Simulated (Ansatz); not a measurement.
A geometry of I away from equilibrium: the start of the relaxation of a generated cell, I built in the lonsdaleite structure type. Computed with r2SCAN (plane waves to 500 eV, PAW, scalar-relativistic; Ansatz, a program for electronic structure). Γ-centred k-mesh 6×6×3 on the run's cell (coarser than for final values), Fermi–Dirac smearing 0.05 eV.

```xyz
4
Lattice="4.5499 0.0000 0.0000 -2.2750 3.9403 0.0000 0.0000 0.0000 7.5886" Properties=species:S:1:pos:R:3:forces:R:3 pbc="T T T" free_energy=-30105.274 pressure_GPa=24.1
I      0.0000     2.6269     0.4549    0.0000    0.0000    1.1122
I      2.2750     1.3134     4.2492    0.0000    0.0000    1.1122
I      2.2750     1.3134     7.1337    0.0000    0.0000   -1.1122
I      0.0000     2.6269     3.3394    0.0000    0.0000   -1.1122
```

Positions in Å, forces in eV/Å, free energy of the cell in eV (comparable only within this code, potentials and settings). Largest force: 1.11 eV/Å, on I1, I2, I3, I4 (atoms numbered as listed); the geometry lies 1.70 eV/atom above the end of its relaxation.

No spin polarisation in the result. No dispersion correction is included, so spacings between layers, chains or molecules are soft and tend to come out too large.

The run could not lose the symmetry of its start, so the end can be a saddle point.

The end of the path is a generated cell of I: the first start was made by placing the elements on the sites of a structure type, and the end was not matched to a known phase here, so it may be hypothetical. Known forms of I include space group No. 64.
